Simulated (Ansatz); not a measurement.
Data:

Ge:
Space group Fd-3m, origin choice 1 (No. 227); a = 5.6215 Å, b = 5.6215 Å, c = 5.6215 Å, α = 90.00°, β = 90.00°, γ = 90.00°

```tsv
atom	site	symmetry	x	y	z
Ge	8b	-43m	0.5000	0.5000	0.5000
```
(The calculation used a cell of 2 atoms; values per cell refer to that cell.)

This is the LDA-relaxed structure.

Task: All from plane-wave PAW LDA (Ansatz code), unless another level is named. Give the bulk modulus (Birch–Murnaghan fit).

Result: 71.7 GPa.

Task: And the highest zone-centre frequency?

Result: 288 cm^-1.

The cell was relaxed with LDA under the symmetry of its start. The volume moved by -26 % from the start of the relaxation. As this level gives no gap, phonon frequencies hold no LO–TO term and depend on the k-mesh and smearing (Fermi–Dirac, 0.1 eV here).

Potentials: the earlier of the program's two PAW sets. The files were generated under PBE; for other functionals the program regenerates the frozen cores, and for LDA and PBEsol the local potential too.
